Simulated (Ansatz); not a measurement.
The elements of this relaxed trial crystal are hidden behind letters.

```
lattice vectors (Å)
   3.5741    0.0000    0.0000
   0.0000    3.5741    0.0000
   0.0000    0.0000    4.9225
fractional positions
X 0.0000 0.0000 0.5000
X 0.5000 0.5000 0.0000
Z 0.0000 0.0000 0.0000
Q 0.5000 0.5000 0.5000
```

The calculation used DFT PBE, scalar-relativistic, plane waves, PAW in Ansatz. Plane waves to 420 eV, a 14×14×10 mesh through Γ for the 4-atom cell and 0.10 eV Gaussian smearing; no spin polarisation.

```
Space group                                 : P4/mmm (No. 123)
Conventional cell                           : a = 3.574 Å, c = 4.923 Å
Volume per atom                             : 15.72 Å³
Density                                     : 6.02 g/cm³
Formation energy                            : −0.23 eV/atom
Gap on the 14×14×10 mesh of the 4-atom cell : 0 eV (a metal)
```

Energies are uncorrected and count from the elements' standard states at the same level.

**Question.** X is a p-block element of period 4, Z is a p-block element of period 4 and Q is a p-block element of period 2. Which elements are they?

**Answer.** X = Ga, Z = Ge, Q = O, so the formula is Ga2GeO. Density times volume gives a mean mass of 6.02 × 15.72/1.6605 = 57.0 u per atom, and this set has 57.0 u. Around Ga on its first site lie 2 Ge at 2.46 Å and 4 O at 2.53 Å; Ge has 6 Ga at 2.46–2.53 Å; around O lie 6 Ga at 2.46–2.53 Å; 1 more site not described. Other sets within the hints have nearly the same mass, so mass alone doesn't settle it; this one was computed.

Symmetry constrained the relaxation, so the result can be a saddle point. Another cell of Ga2GeO relaxed alike, in P-6m2, lies 124 meV/atom lower, so this cell isn't the stable form at this level.
